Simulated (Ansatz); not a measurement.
## TaAs: computed property card

TaAs:
```cif
data_As3Ta3
_chemical_formula_sum 'Ta3 As3'
_space_group_name_H-M_alt 'P6/mmm'
_space_group_IT_number 191
_space_group_name_Hall '-P 6 2'
_cell_length_a 5.66229
_cell_length_b 5.66229
_cell_length_c 4.26244
_cell_angle_alpha 90.000
_cell_angle_beta 90.000
_cell_angle_gamma 120.000
loop_
_atom_site_label
_atom_site_type_symbol
_atom_site_symmetry_multiplicity
_atom_site_Wyckoff_symbol
_atom_site_fract_x
_atom_site_fract_y
_atom_site_fract_z
_atom_site_occupancy
Ta1 Ta 3 f 0.00000 0.50000 0.00000 1
As1 As 1 a 0.00000 0.00000 0.00000 1
As2 As 2 d 0.33333 0.66667 0.50000 1
```

Space group P6/mmm (No. 191); conventional cell a = b = 5.6623 Å, c = 4.2624 Å, α = β = 90.00°, γ = 120.00°.

Method: PBE in the plane-wave PAW code Ansatz. Geometry: relaxed at this level of theory. Other levels are named where they apply.

Cell and energy:

```yaml
volume_per_atom: 19.73 Å³
density: 10.77 g/cm³
Formation energy from the elements (no fitted shifts): -141 meV/atom
```

Electronic structure:

```yaml
electronic_character: metallic (no gap)
Density of states at the Fermi level: 0.46 states/eV per atom (mean over ±0.08 eV)
```

Mechanics:

```yaml
Bulk modulus (Birch–Murnaghan fit): 143 GPa
Pressure derivative B′: 4.5
```

A made-up cell: these elements were put on the sites of a structure type; neither database checked (COD, Materials Project) lists it. It is not the phase usual at ambient conditions (space group No. 109). Symmetry was held in the PBE relaxation; its stability against distortions is not shown here. The run is not spin-polarised. The references are the lowest solids computed at this level, not always the standard phases. Scalar-relativistic: spin–orbit coupling is off unless named, which matters more the heavier the elements.

Potentials: the later of the program's two PAW sets.
